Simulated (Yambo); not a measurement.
# Convergence of the G0W0 gap of NaI

G0W0@PBEsol for NaI (rock salt, space group Fm-3m, No. 225) in Yambo. Reference settings: 4×4×4 Γ-centred k mesh, bands 3 to 180 and a 7 Ry block in the screening, 180 bands in G with the Bruneval-Gonze terminator, plasmon pole fitted at 27.2 eV. The PBEsol gap Γ → Γ on this mesh is 3.25 eV; G0W0 gaps are taken between the same points.

| change from the reference | G0W0 gap Γ → Γ (eV) | shift of the valence edge (eV) |
|---|---|---|
| reference settings | 5.25 | -1.38 |
| 64 bands in G | 5.24 | -1.31 |
| 3 Ry block | 5.06 | -1.18 |
| pole fitted at 10 eV | 5.21 | -1.26 |
| 2×2×2 mesh | 5.13 | -1.27 |
| 64 bands in G, no terminator | 5.10 | -0.91 |

The reference isn't shown to be the converged limit.

Spin-orbit coupling is included.

Geometry relaxed with PBEsol; primitive cell a = b = c = 4.5260 Å, α = β = γ = 60.00°.

A shift is the quasiparticle energy of the state minus its PBEsol energy.
